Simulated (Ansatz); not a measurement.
Mo:
```
CELL_PARAMETERS angstrom
      2.73689     0.00000     0.00000
     -1.36844     2.37022     0.00000
      0.00000     0.00000     4.92808
ATOMIC_POSITIONS crystal
  Mo 0.33333 0.66667 0.25000
  Mo 0.66667 0.33333 0.75000
```

Relaxed with r²SCAN. Special points in fractions of this cell's reciprocal vectors: Γ (0.000, 0.000, 0.000); M (0.500, 0.000, 0.000); K (0.333, 0.333, 0.000); A (0.000, 0.000, 0.500); L (0.500, 0.000, 0.500); H (0.333, 0.333, 0.500).

Q: List the band energies nearest the Fermi level at these points for plane-wave PAW r²SCAN (Ansatz code).

A: In eV from the Fermi level; about four levels below and three above (degenerate sets whole), none deeper than 8.9 eV; … stands for higher levels left out; points with the same levels are listed once.

| k | below | above |
|---|---|---|
| Γ | -0.69 -0.69 -0.20 -0.20 | 0.32 1.70 1.70 |
| M | -1.32 -0.46 -0.29 -0.24 | 3.84 4.74 4.97 |
| K | -2.49 -2.49 -2.20 -1.54 -1.54 | 0.17 2.50 2.59 2.59 |
| A | -0.63 -0.63 -0.63 -0.63 | … |
| L | -5.00 -5.00 -3.56 -3.56 | 1.41 1.41 1.78 1.78 |
| H | -2.73 -2.73 -1.26 -1.26 | 0.37 0.37 3.53 3.53 |

Space group P6_3/mmc (hcp (Mg type)). The start of the workflow was typed in or built on a structure type; the Crystallography Open Database copy checked does not list it. It is not the phase usual at ambient conditions (space group No. 229). The r²SCAN relaxation kept the symmetry of its start; whether a distortion lowers the energy is not shown. The run is not spin-polarised. Scalar-relativistic: spin–orbit coupling is off unless named, which matters more the heavier the elements.

Potentials: the earlier of the program's two PAW sets.
